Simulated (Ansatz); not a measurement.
Ansatz (a first-principles code) input:

Ansatz 0.2 input:
```yaml
crystal:
  lattice:
    - [0.0, 3.763402458, 3.763402458]
    - [3.763402458, 0.0, 3.763402458]
    - [3.763402458, 3.763402458, 0.0]
  atoms:
    - { symbol: Sc, position: [0.0, 0.0, 0.0] }
    - { symbol: Sc, position: [0.25, 0.25, 0.25] }
    - { symbol: Al, position: [0.625, 0.625, 0.625] }
    - { symbol: Al, position: [0.125, 0.625, 0.625] }
    - { symbol: Al, position: [0.625, 0.625, 0.125] }
    - { symbol: Al, position: [0.625, 0.125, 0.625] }
kpoints:
  mp_grid: { grid: [20, 20, 20] }
hamiltonian:
  xc: pbesol
  pseudopotentials: { kind: paw }
scf:
  occupations: { method: fermi_dirac, width: 0.1 }
elastic: { mode: relaxed_ion, stencil: two_point, amplitude: 0.005, f_tol: 0.0005 }
```

Output (shortened):

```
Pseudopotential: Sc, paw, valence charge 11
Pseudopotential: Al, paw, valence charge 3
Functional definition: PBEsol
Crystal: 6 atoms, lattice volume = 106.604 Å³
Basis set: ecut = 420 eV, 2085 PW (Γ), exchange–correlation on 72×72×72 points (8 copies of the dense FFT grid, shifted against one another)
Bands: 23, of which v1, the nominal top of the filled ones, is band 17 counted from 1 (16 counted from 0)
Symmetry: 48 space group operations
Space group: Fd-3m (ITA 227), of the structure as read, at distance tolerance 4.7e-5 Å
k-points: 256 of 8000
the search or the solves at the SCF's close seem to have found levels that the self-consistency loop had missed (the run counts 1) …
SCF 1 converged in 9 iterations: F = -6323.935662 eV  dr2 = 2.96e-14
Crystal: 6 atoms, lattice volume = 106.071 Å³
Symmetry: 16 space group operations
k-points: 641 of 8000
SCF 2 converged in 8 iterations: F = -6323.933854 eV  dr2 = 1.55e-14
Crystal: 6 atoms, lattice volume = 107.137 Å³
SCF 3 converged in 7 iterations: F = -6323.934183 eV  dr2 = 8.25e-15
Crystal: 6 atoms, lattice volume = 106.603 Å³
Symmetry: 8 space group operations
k-points: 1166 of 8000
SCF 4 converged in 9 iterations: F = -6323.935066 eV  dr2 = 2.24e-14
relax step   1: F+E_penalty+E_count = -6323.93506588 eV  Δ(F+E_penalty+E_count) = +0.000e0 eV  max|allowed force component| = 4.637e-3 eV/Å  Δτ_max = 0.0000 Å  (9 SCF iters, accepted)
Crystal: 6 atoms, lattice volume = 106.603 Å³
SCF 5 converged in 8 iterations: F = -6323.935067 eV  dr2 = 4.33e-15
relax step   2: F+E_penalty+E_count = -6323.93506733 eV  Δ(F+E_penalty+E_count) = -1.453e-6 eV  max|allowed force component| = 3.500e-3 eV/Å  Δτ_max = 0.0013 Å  (8 SCF iters, accepted)
Crystal: 6 atoms, lattice volume = 106.603 Å³
SCF 6 converged in 7 iterations: F = -6323.935069 eV  dr2 = 3.57e-14
relax step   3: F+E_penalty+E_count = -6323.93506925 eV  Δ(F+E_penalty+E_count) = -1.924e-6 eV  max|allowed force component| = 1.505e-8 eV/Å  Δτ_max = 0.0005 Å  (7 SCF iters, accepted)
Crystal: 6 atoms, lattice volume = 106.603 Å³
SCF 7 converged in 14 iterations: F = -6323.935069 eV  dr2 = 0.0
Crystal: 6 atoms, lattice volume = 106.603 Å³
SCF 8 converged in 9 iterations: F = -6323.935066 eV  dr2 = 2.28e-14
relax step   1: F+E_penalty+E_count = -6323.93506588 eV  Δ(F+E_penalty+E_count) = +0.000e0 eV  max|allowed force component| = 4.637e-3 eV/Å  Δτ_max = 0.0000 Å  (9 SCF iters, accepted)
Crystal: 6 atoms, lattice volume = 106.603 Å³
SCF 9 converged in 8 iterations: F = -6323.935069 eV  dr2 = 4.83e-15
relax step   2: F+E_penalty+E_count = -6323.93506925 eV  Δ(F+E_penalty+E_count) = -3.377e-6 eV  max|allowed force component| = 3.177e-8 eV/Å  Δτ_max = 0.0007 Å  (8 SCF iters, accepted)
Crystal: 6 atoms, lattice volume = 106.603 Å³
SCF 10 converged in 14 iterations: F = -6323.935069 eV  dr2 = 0.0
SCF converged after 9 iterations
Free energy (F): -6323.935662 eV
Harris-Foulkes:  -6323.935662 eV  (|F-HF|=9.09e-13)
Internal energy: -6323.820628 eV  (E = F + TS)
E sigma→0 (E₀):  -6323.878145 eV
Entropy (-TS):   -0.115034 eV (-19.172 meV/atom)
Fermi energy:    9.099769 eV
--- Per-component energies (eV) ---
  E_band       = -282.935818
  E_kinetic    = 617.642574
  E_local      = -1943.601178  (includes V_loc(G=0)·N_el)
  E_nonlocal   = 210.101639
  E_hartree    = 728.487573
  E_xc         = -366.491990
  E_vxc        = -376.567038  (∫ρ·V_xc dr)
  E_paw        = -3684.098403  (= ΣΔE_a)
  E_vpaw       = -247.486978  (= ΣTr[D̂ρ^β])
  E_aug_tail   = 0.000012  (compensation charges beyond the density's cutoff)
  E_ewald      = -1886.195462
  E_core_change = 0.334606  (= ΣΔE_core)
  E_smearing   = -0.115034  (= −TS)
  E_closure    = 0.000000  (closes the sum)
  Σ components = -6323.935662   (vs F -6323.935662, Δ=0.00e0)
--- Forces (eV/Å), atoms counted from 1 ---
  atom   1  Sc     0.00000000     0.00000000     0.00000000
  atom   2  Sc     0.00000000     0.00000000     0.00000000
  atom   3  Al     0.00000000     0.00000000     0.00000000
  atom   4  Al     0.00000000     0.00000000     0.00000000
  atom   5  Al     0.00000000     0.00000000     0.00000000
  atom   6  Al     0.00000000     0.00000000     0.00000000
  max |Σ_I F_I| component: 1.39e-17 eV/Å
--- Stress (GPa, compression-positive) ---
        0.043090       0.000000       0.000000
        0.000000       0.043090       0.000000
        0.000000       0.000000       0.043090
  P = ⅓ Tr σ = 0.0431 GPa (0.431 kbar)
--- Band table (eV; the first three rows and the last of 256) ---
  k-point 0: bands = ["-39.9994", "-39.9572", "-18.7794", "-18.7794", "-18.7794", "-18.6657", "-18.6657", "-18.6657", "-0.6429", "5.0759", "6.5512", "6.5512", "6.5512", "6.6610", "6.6610", "6.6610", "7.3693", "7.3693", "9.4272", "11.2260", "11.2260", "11.2260", "11.9066"]
  k-point 1: bands = ["-39.9992", "-39.9574", "-18.7797", "-18.7797", "-18.7794", "-18.6658", "-18.6653", "-18.6653", "-0.6242", "4.9811", "6.2887", "6.4270", "6.4270", "6.7525", "6.7525", "6.9824", "7.4238", "7.4238", "9.5070", "11.1750", "11.2287", "11.2287", "11.8991"]
  k-point 2: bands = ["-39.9987", "-39.9580", "-18.7808", "-18.7808", "-18.7794", "-18.6661", "-18.6643", "-18.6643", "-0.5687", "4.7221", "6.0484", "6.2505", "6.2505", "6.8452", "6.8452", "7.3863", "7.5715", "7.5715", "9.7260", "11.0221", "11.2381", "11.2381", "11.8726"]
  k-point 255: bands = ["-39.9783", "-39.9783", "-18.8073", "-18.8073", "-18.7239", "-18.7239", "-18.6398", "-18.6398", "1.5671", "1.5671", "4.0982", "4.0982", "7.5179", "7.5179", "7.5582", "7.5582", "9.5252", "9.5252", "10.1497", "10.1497", "10.9835", "10.9835", "12.3858"]
--- Elastic constants: 2 strain directions × 2 members + reference (group order 48) ---
  dense FFT box of the reference and of every strained cell: 36×36×36
  strains applied: 11, 23; error gains: componentwise 1.00 (the most a stress slope's error grows in a printed constant), spectral 1.73 (1 for all six strains …
  C = ∂σ_k/∂η_j (tension-positive GPa; Voigt order 11 22 33 23 13 12):
       197.654     39.590     39.590      0.000      0.000      0.000
        39.590    197.654     39.590      0.000      0.000      0.000
        39.590     39.590    197.654      0.000      0.000      0.000
         0.000      0.000      0.000     71.270      0.000      0.000
         0.000      0.000      0.000      0.000     71.270      0.000
         0.000      0.000      0.000      0.000      0.000     71.270
  reference stress σ⁰ (GPa):     -0.043     -0.043     -0.043      0.000      0.000      0.000
  moduli (Voigt/Reuss/Hill, GPa): K = 92.28/92.28/92.28   G = 74.37/74.18/74.28   E = 175.70   ν = 0.183
  mechanically stable: yes (min eigenvalue of sym C = 71.27 GPa)
  strain η (Voigt 11):  stress-route row diagonal C_11 = 197.65 GPa, energy-path curvature d²(F+E_count+ΔE)/dδ²/Ω₀ = 197.65 GPa
         δ    σ_11 (GPa)             F (eV)   n_scf  n_hpsi   n_pw
    -5.000e-3      -1.0496       -6323.9338536       8  271338   2104   relax 0 steps, max|allowed force component| 2.78e-17 eV/Å
     5.000e-3       0.9269       -6323.9341828       7  234382   2128   relax 0 steps, max|allowed force component| 2.78e-17 eV/Å
  strain η (Voigt 23):  stress-route row diagonal C_44 = 71.27 GPa, energy-path curvature d²(F+E_count+ΔE)/dδ²/Ω₀ = 71.29 GPa
         δ    σ_23 (GPa)             F (eV)   n_scf  n_hpsi   n_pw
    -5.000e-3      -0.3563       -6323.9350693      14  573715   2120   relax 3 steps, max|allowed force component| 1.50e-8 eV/Å
     5.000e-3       0.3563       -6323.9350693      14  573193   2120   relax 2 steps, max|allowed force component| 3.18e-8 eV/Å
```

Cost: around 26 core-minutes (rough) on shared cores.

The workflow started from a Materials Project entry (that database holds measured and hypothetical structures alike); the Crystallography Open Database copy checked does not list it. Its standing as an ambient phase is unchecked. The PBEsol relaxation kept the symmetry of its start; its stability against distortions is not shown here. No spin polarisation was allowed. As this level gives no gap, shear constants depend on the k-mesh and smearing (Fermi–Dirac, 0.1 eV here).

Potentials: the later of the program's two PAW sets.

Ansatz is a plane-wave DFT program.
